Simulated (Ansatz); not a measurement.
A relaxed database cell of TaAgO3: R-3c, hexagonal axes (No. 167), hR10; a = 5.477 Å, b = 5.477 Å, c = 13.804 Å, α = 90.00°, β = 90.00°, γ = 120.00°; Ta 6b (0.000, 0.000, 0.000); Ag 6a (0.000, 0.000, 0.250); O 18e (0.432, 0.432, 0.250). Calculation: PBEsol (plane waves to 420 eV, PAW, scalar-relativistic; Ansatz, an electronic-structure program). Element references, the lowest calculated here: Ag (Fm-3m), Ta (Im-3m), O (C2/m, ferromagnetic, forced by one molecule a cell; α-O2 is antiferromagnetic); gases are represented by their molecular solids.

Total energies (eV/atom, σ → 0; comparable only within this code, potentials and settings):

```csv
phase,E (eV/atom)
TaAgO3 (R-3c),-3802.738
Ag (Fm-3m),-7522.250
Ta (Im-3m),-9806.499
O (C2/m),-558.291
Ag2O (Pn-3m),-5200.968
```

**Question.** What is the formation energy of this R-3c form of TaAgO3 from the elements?

**Answer.** E_f = -3802.738 − [1 × (-9806.499) + 1 × (-7522.250) + 3 × (-558.291)] / 5 = -2.01 eV/atom (-10.1 eV per formula unit).

A lower structure of this composition may exist.

Static energies, no anion corrections, no zero-point energy. Values are rounded to 0.01 eV/atom. Not shown to be the ambient phase of their composition (a lower form may be missing, and a cell relaxed within its start's symmetry can be a saddle point): TaAgO3 (R-3c). Spin-orbit coupling is missing from these energies, which matters for elements this heavy. The compounds carry no spin polarisation.
